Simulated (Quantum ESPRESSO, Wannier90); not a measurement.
## MoS2 (R3m): Wannier90 run

```yaml
crystal:
  lattice:
    - [-1.59215, 2.75768, 0.00000]
    - [-3.18430, 0.00000, 0.00000]
    - [-1.59215, 0.91923, 6.48210]
  atoms:
    - { symbol: Mo, position: [0.00022, 0.00022, 0.99934] }
    - { symbol: S, position: [0.58706, 0.58706, 0.23881] }
    - { symbol: S, position: [0.74670, 0.74670, 0.75991] }
```

Cell from Materials Project (mp-1434), symmetrised, no further relaxation. COD (Crystallography Open Database) has the formula in 3 space groups, this one among them (matched by group alone). Level: PBEsol, spinors with spin-orbit coupling; pw.x of Quantum ESPRESSO at 64 Ry with PseudoDojo potentials, 6×6×6 k-points, Wannier90. Density: 12×12×12 mesh, cold smearing 0.01 Ry. The cell is built of weakly bound layers, chains or molecules, whose nearest atoms lie 3.85 Å apart. Database cells relaxed without dispersion often hold them too far apart, which can enlarge gaps and weakens couplings between them; spacing and stacking were not compared with the measured crystal.

The plane-wave run has 54 bands and 26 electrons a cell. On the energy scale of pw.x, whose zero is arbitrary, the valence-band maximum lies at 9.85 eV.

Isolated groups of bands, relative to the valence-band maximum (bands from 35 on overlap up to the last one computed):

```csv
bands,from (eV),to (eV),filling,weight on atomic waves
1–2,-61.31,-61.27,filled,Mo 4s 96 %
3–4,-37.21,-37.07,filled,Mo 4p 98 %
5–8,-34.79,-34.48,filled,Mo 4p 98 %
9–12,-14.74,-12.42,filled,"S 3s 78 %, Mo 4d 11 %, Mo 5s 8 %"
13–26,-6.57,0.00,filled,"S 3p 60 %, Mo 4d 34 %"
27–34,1.06,4.36,empty,"Mo 4d 56 %, S 3p 37 %"
```

Input w.win, without the blocks of cell, atoms and k-points (216 lines):

```
num_bands = 42
num_wann = 22
exclude_bands = 1-12
spinors = true
num_iter = 1000
conv_tol = 1.0e-6
conv_window = 4
dis_num_iter = 1000
dis_conv_tol = 1.0e-6
dis_froz_max = 12.41
dis_win_max = 13.20
write_hr = true
write_u_matrices = true
begin projections
f=0.01154,0.00757,-0.00314: d
f=-0.40446,-0.40318,0.23863: p
f=-0.24936,-0.23995,-0.24008: p
end projections
mp_grid = 6 6 6
```

wannier90.x stops with:
```
dis_windows: Energy window contains fewer states than number of target WFs
```
At some k-point the outer window holds fewer bands than num_wann, so no subspace of that size can be extracted. Mended as below, all else unchanged, the run goes through (Ω_I = 32.4 Å²) and follows the plane-wave bands to 6.2 meV rms (states up to 2.1 eV relative to the valence-band maximum).
Remove the line dis_win_max = 13.20.
